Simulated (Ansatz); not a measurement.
CaZrN$_{2}$:
```
CELL_PARAMETERS angstrom
      6.55853     0.00000     0.00000
      0.00000     7.95360     0.00000
      0.00000     0.00000     4.93239
ATOMIC_POSITIONS crystal
  Ca 0.08049 0.61992 0.95205
  Ca 0.91951 0.38008 0.45205
  Ca 0.58049 0.88008 0.95205
  Ca 0.41951 0.11992 0.45205
  Zr 0.07153 0.12727 0.97208
  Zr 0.92847 0.87273 0.47208
  Zr 0.57153 0.37273 0.97208
  Zr 0.42847 0.62727 0.47208
  N  0.06301 0.10658 0.39923
  N  0.93699 0.89342 0.89923
  N  0.56301 0.39342 0.39923
  N  0.43699 0.60658 0.89923
  N  0.10632 0.65136 0.43664
  N  0.89368 0.34864 0.93664
  N  0.60632 0.84864 0.43664
  N  0.39368 0.15136 0.93664
```

Relaxed with PBE. Special points in fractions of this cell's reciprocal vectors: Γ (0.000, 0.000, 0.000); X (0.500, 0.000, 0.000); S (0.500, 0.500, 0.000); Y (0.000, 0.500, 0.000); Z (0.000, 0.000, 0.500); U (0.500, 0.000, 0.500); R (0.500, 0.500, 0.500); T (0.000, 0.500, 0.500).

Question: List the band energies nearest the valence-band maximum at these points for PBE (plane waves, PAW; program Ansatz).

Answer: In eV from the valence-band maximum; about four levels below and three above (degenerate sets whole), none deeper than 8.9 eV; points with the same levels are listed once.

| k | below | above |
|---|---|---|
| Γ | -0.32 -0.25 -0.23 -0.01 | 2.48 2.76 2.78 |
| X | -0.30 -0.30 -0.14 -0.14 | 2.99 2.99 3.12 3.12 |
| S | -0.36 -0.36 -0.03 -0.03 | 2.80 2.80 3.15 3.15 |
| Y | -0.29 -0.29 -0.02 -0.02 | 2.50 2.50 2.96 2.96 |
| Z | -0.61 -0.61 -0.57 -0.57 | 3.47 3.47 3.47 3.47 |
| U | -0.52 -0.52 -0.52 -0.52 | 4.02 4.02 4.02 4.02 |
| R | -0.54 -0.54 -0.49 -0.49 | 3.75 3.75 4.07 4.07 |
| T | -0.69 -0.69 -0.45 -0.45 | 3.20 3.20 3.41 3.41 |

Space group Pna2_1. The start of the workflow was typed in or built on a structure type; neither database checked (COD, Materials Project) lists it. Its standing as an ambient phase is unchecked. Symmetry was held in the PBE relaxation; whether a distortion lowers the energy is not shown. The run is not spin-polarised. Scalar-relativistic: spin–orbit coupling is off unless named, which matters more the heavier the elements.

Potentials: the later of the program's two PAW sets.
